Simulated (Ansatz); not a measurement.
One crystal and one scan (energy over volume and axial ratio) at two levels, PBE (plane waves to 420 eV, PAW, scalar-relativistic; Ansatz, a program for electronic structure) and PBEsol (plane waves to 420 eV, PAW, scalar-relativistic; Ansatz), each from its own relaxed cell and on its own mesh.

The crystal is AgBr (rock salt); volume and axial ratio are varied about the relaxed values (subscript 0).

The energy includes the smearing's −TS. AgBr was relaxed with its symmetry unable to fall. Both scans cover V/V₀ from 0.920 to 1.080 and (c/a)/(c/a)₀ from 0.960 to 1.040.

```json
[
 {"quantity": "Lattice constant a (Å)", "run 1": "5.674", "run 2": "5.841"},
 {"quantity": "Band gap of the relaxed cell, no spin-orbit coupling (eV)", "run 1": "0.50", "run 2": "0.69"},
 {"quantity": "Shear modulus C′ = (C11 − C12)/2 (fit, atoms clamped) (GPa)", "run 1": "19.1", "run 2": "10.5"}
]
```

Q: Which run is which level?

A: Run 2 is PBE, run 1 is PBEsol. PBE gives the higher value for: lattice constant a; band gap of the relaxed cell, no spin-orbit coupling. PBE gives the lower value for: shear modulus C′. Neither level is exact: the differences show how much the result hangs on the functional.

(A scan under strain: stresses follow from slopes of the energy per volume, elastic moduli from its curvatures.)
